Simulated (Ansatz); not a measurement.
Hg (diamond, Fd-3m), the program Ansatz at the PBE level (PAW). The conduction-band minimum lies on the K–Γ line, 11 % of the way from K, with 12 equivalent valleys. Second derivatives d²E/dk² of the lowest band at one valley (eV·Å²), along Cartesian directions:

| direction | d²E/dk² |
|---|---|
| [100] | 17.48 |
| [010] | 12.56 |
| [001] | 12.56 |
| [110] | 15.01 |
| [101] | 15.01 |
| [011] | 6.713 |

Find the principal effective masses, the density-of-states mass and the conductivity mass.

Off-diagonal terms follow from H_xy = H[110] − (H_xx + H_yy)/2, and m*/mₑ = 7.620 eV·Å² over each eigenvalue: 0.41, 0.44, 1.1. One valley's DOS mass (m₁m₂m₃)^(1/3) = 0.59, conductivity mass 3/(Σ 1/mᵢ) = 0.54 mₑ.

What effective density of states Nc follows at 300 K for parabolic valleys?

Nc = 2.509e19 × 12 × (0.59)^(3/2) ≈ 1.4e20 cm⁻³.

The start of the workflow was typed in or built on a structure type; neither database checked (COD, Materials Project) lists it. It is not the usual solid phase (space group No. 166). The cell was relaxed with PBE under the symmetry of its start; whether a distortion lowers the energy is not shown. The substance is a gas or liquid at ambient conditions. Scalar-relativistic: spin–orbit coupling is off unless named, which matters more the heavier the elements.

Potentials: the later of the program's two PAW sets.

Edges and masses are those of Kohn–Sham bands, whose gap is no quasiparticle gap.
